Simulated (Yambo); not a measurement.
Yambo run on Cs$_{2}$NaYF$_{6}$ (space group Fm-3m, No. 225). The wavefunctions come from this Quantum ESPRESSO step (PBEsol, PseudoDojo standard norm-conserving files, scalar-relativistic):

```
&CONTROL
  calculation = 'nscf'
  pseudo_dir = './pseudo'
  outdir = './out'
/
&SYSTEM
  ibrav = 0
  nat = 10
  ntyp = 4
  ecutwfc = 88.0
  ecutrho = 352.0
  occupations = 'fixed'
  force_symmorphic = .true.
  nbnd = 288
/
&ELECTRONS
  conv_thr = 1e-08
  diago_full_acc = .true.
  diago_thr_init = 1e-08
/
ATOMIC_SPECIES
F 18.9984 F.upf
Na 22.9898 Na.upf
Y 88.9058 Y.upf
Cs 132.9055 Cs.upf
CELL_PARAMETERS angstrom
  0.000000000000   4.600705000000   4.600705000000
  4.600705000000   0.000000000000   4.600705000000
  4.600705000000   4.600705000000   0.000000000000
ATOMIC_POSITIONS crystal
F   0.760720000000   0.760720000000   0.239280000000
F   0.239280000000   0.239280000000   0.760720000000
F   0.239280000000   0.760720000000   0.760720000000
F   0.760720000000   0.239280000000   0.239280000000
F   0.760720000000   0.239280000000   0.760720000000
F   0.239280000000   0.760720000000   0.239280000000
Na   0.500000000000   0.500000000000   0.500000000000
Y   0.000000000000   0.000000000000   0.000000000000
Cs   0.250000000000   0.250000000000   0.250000000000
Cs   0.750000000000   0.750000000000   0.750000000000
K_POINTS automatic
2 2 2 0 0 0
```

Yambo input:

```
rim_cut
gw0
dyson
el_el_corr
HF_and_locXC
ppa
em1d
RandQpts= 1000000
RandGvec= 1 Ry
EXXRLvcs= 88 Ry
VXCRLvcs= 352 Ry
Chimod= "HARTREE"
% BndsRnXp
 2 | 286 |
%
NGsBlkXp= 7 Ry
% LongDrXp
 1.0 | 1.0 | 1.0 |
%
PPAPntXp= 27.2114 eV
% GbndRnge
 1 | 286 |
%
GTermKind= "BG"
DysSolver= "n"
ExtendOut
% QPkrange
 1 | 1 | 40 | 41 |
 2 | 2 | 40 | 41 |
 3 | 3 | 40 | 41 |
%
```

k points by index: 1 = Γ, 2 = L, 3 = X.

Table of the .qp output:

```
#    K-point    Band    Eo [eV]    E [eV]    E-Eo [eV]    Vxc [eV]    Vnlxc [eV]    Sc|Eo [eV]    Sc|E [eV]    dSc/dw|Eo [eV]    Re(Z)    Im(Z)
#
    1    40    0.000000    -2.253635    -2.253635    -21.97460    -29.74398    4.958078    5.515744    -6.733049    0.801643    -0.001211
    1    41    6.725678    7.848933    1.123254    -8.620966    -4.303505    -3.053466    -3.194207    -3.409300    0.888660    -0.687738E-3
    2    40    -0.118827    -2.397264    -2.278438    -21.70153    -29.48253    4.939631    5.502554    -6.722547    0.801891    -0.001217
    2    41    8.103581    10.17956    2.075976    -13.34726    -7.578814    -3.374190    -3.692476    -4.171858    0.867067    -0.764826E-3
    3    40    -0.009137    -2.262863    -2.253725    -21.93915    -29.69753    4.947345    5.504654    -6.728471    0.801751    -0.001214
    3    41    8.216776    10.41308    2.196300    -14.19273    -8.244334    -3.405139    -3.752100    -4.298574    0.863580    -0.737184E-3
```
(The two width columns are left out.) Convergence of these settings isn't established.

Geometry of the Materials Project entry, not relaxed at this level.
